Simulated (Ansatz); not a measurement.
Notes on a calculation: EuSb, relaxed from a zincblende start to space group I-4m2 (read at 0.02 Å)

Computed with Ansatz (plane waves, PAW, 500 eV cutoff): r²SCAN, scalar-relativistic, collinear spin, Γ-centred 8×8×4 mesh, 0.05 eV Gaussian smearing. The datasets are Ansatz's generated set soft_2.

This is a trial structure: such lanthanide and actinide compounds mostly take the rock-salt structure.

The start:

```cif
data_structure
_symmetry_space_group_name_H-M 'P 1'
_symmetry_Int_Tables_number 1
_cell_length_a 4.8307
_cell_length_b 4.8307
_cell_length_c 4.8307
_cell_angle_alpha 60.000
_cell_angle_beta 60.000
_cell_angle_gamma 60.000
_cell_volume 79.71
loop_
_atom_site_label
_atom_site_type_symbol
_atom_site_fract_x
_atom_site_fract_y
_atom_site_fract_z
_atom_site_occupancy
Eu1 Eu 0.00000 0.00000 0.00000 1
Sb1 Sb 0.25000 0.25000 0.25000 1
```

Starting moments (μB, in the order of the atoms): 6.0, 0.0.

The steps in volume:

```csv
run,level,k-mesh,kind,V (Å³/atom),P (GPa),E − E(final) (meV/atom),gap on the mesh (eV),largest moment (μB)
1,"PBE, 420 eV",6×6×6,fixed cell,39.85,5.9,–,metal,6.47
2,"PBE, 420 eV",6×6×6,fixed cell,41.42,4.3,–,metal,6.49
3,"PBE, 420 eV",6×6×6,fixed cell,46.38,0.8,–,metal,6.55
4,"PBE, 420 eV",6×6×6,fixed cell,47.97,0.0,–,metal,6.57
5,r²SCAN,8×8×8,fixed cell,47.97,-0.1,83.1,metal,6.62
6,r²SCAN,8×8×8,fixed cell,47.78,0.0,83.1,metal,6.62
7,r²SCAN,8×8×4,"shape and atoms relaxed, volume fixed, new magnetic order",47.59,-1.4,17.6,metal,6.82
8,r²SCAN,8×8×4,"shape and atoms relaxed, volume fixed, new magnetic order",45.21,-0.4,3.1,metal,6.80
9,r²SCAN,8×8×4,"shape and atoms relaxed, volume fixed, new magnetic order",44.33,-0.3,0.1,metal,6.81
10,r²SCAN,8×8×4,"shape and atoms relaxed, volume fixed, new magnetic order",43.07,0.3,0.0,metal,6.81
```

At this volume the pressure is 0.26 GPa; it isn't quite the equilibrium of this level of theory.

The final structure (symmetry read at 0.01 Å). The structure is tetragonal, space group I-4m2 (No. 119). Conventional cell: a = 4.351 Å, b = 4.351 Å, c = 9.102 Å, α = 90.00°, β = 90.00°, γ = 90.00°. Eu (site symmetry -4m2) has 4 Sb at 3.15 Å as nearest neighbours. Sb (site symmetry -4m2) has 4 Eu at 3.15 Å as nearest neighbours. (Shells end 15 % past the nearest neighbour.)

```csv
atom,site,symmetry,x,y,z
Eu,2a,-4m2,0.0000,0.0000,0.0000
Sb,2c,-4m2,0.0000,0.5000,0.2500
```

- Among 5 magnetic starts the lowest energy, to 0.5 meV/atom, came from: antiferromagnetic, doubled cell, propagation vector (0, 1/2, 1/2). The next state (antiferromagnetic, doubled cell, propagation vector (0, 0, 1/2)) lies 9.0 meV/atom higher.
- At the final geometry the gap, band path included, is zero (metallic) and the site spin moments are Eu 6.81, -6.81 μB.
- The runs in the table took roughly 23 core-minutes.

Without a U the 4f levels of Eu lie too near the Fermi level, so their share of the states there, and what hangs on it, is overstated. Scalar-relativistic only: spin–orbit splittings of the heavy atoms' levels are missing. The run wasn't fully tested for a lower electronic state. Site moments are of spin, integrated over atomic spheres. For an f⁶ shell, the formal count of Eu here, Hund's rules give L = S = 3 and J = 0, a non-magnetic ion. Spin-polarised DFT, with or without U, favours a large spin moment instead, a known failure, so moments and magnetic energies here aren't predictions.
